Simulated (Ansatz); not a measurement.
Os:
Space group P6₃/mmc (No. 194); a = b = 2.7158 Å, c = 4.2898 Å, α = β = 90.00°, γ = 120.00°

| atom | site | symmetry | x | y | z |
|---|---|---|---|---|---|
| Os | 2c | -6m2 | 0.3333 | 0.6667 | 0.2500 |

Relaxed at zero pressure with plane-wave PAW LDA (Ansatz code).

Question: The volume is raised by 9 % and shape and atoms relax at that volume. What pressure results, and how do the axes share the change?

Answer: -31.4 GPa; a 3.1 %, b 3.1 %, c 2.6 %; the energy rises by 132 meV/atom.

Question: Give the new structure.

Answer: 
Space group P6₃/mmc (No. 194); a = b = 2.800 Å, c = 4.399 Å, α = β = 90.00°, γ = 120.00°

```tsv
atom	site	symmetry	x	y	z
Os	2c	-6m2	0.3333	0.6667	0.2500
```

The phase is kept; no other phase was compared at this pressure.

Space group P6_3/mmc (hcp (Mg type)). The cell was relaxed with LDA under the symmetry of its start. The run is not spin-polarised. Axis ratios of metals converge slowly with the k-mesh, so a and c are less sure than the volume. Scalar-relativistic: spin–orbit coupling is off unless named, which matters more the heavier the elements.

Potentials: the earlier of the program's two PAW sets. The files were generated under PBE; for other functionals the program regenerates the frozen cores, and for LDA and PBEsol the local potential too.
